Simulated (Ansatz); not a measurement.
Pb:
```
CELL_PARAMETERS angstrom
      0.00000     2.46738     2.46738
      2.46738     0.00000     2.46738
      2.46738     2.46738     0.00000
ATOMIC_POSITIONS crystal
  Pb 0.00000 0.00000 0.00000
```

Relaxed with PBEsol. Special points in fractions of this cell's reciprocal vectors: Γ (0.000, 0.000, 0.000); X (0.500, 0.000, 0.500); U (0.625, 0.250, 0.625); K (0.375, 0.375, 0.750); L (0.500, 0.500, 0.500); W (0.500, 0.250, 0.750).

List the band energies nearest the Fermi level at these points for plane-wave PAW PBEsol (Ansatz code).

In eV from the Fermi level; about four levels below and three above (degenerate sets whole), none deeper than 8.9 eV; … stands for higher levels left out; points with the same levels are listed once.

```
k              below           above
-  -----------------  --------------
Γ                  –  7.45 7.45 7.45
X        -6.73 -3.36     2.01 2.01 …
U  -6.82 -2.36 -1.29          2.95 …
L        -8.17 -4.30     5.59 5.59 …
W  -6.62 -1.44 -1.44          0.21 …
```

Space group Fm-3m (fcc (Cu type)). Symmetry was held in the PBEsol relaxation. Spin–orbit coupling is left out wherever it is not named.

Potentials: the later of the program's two PAW sets.
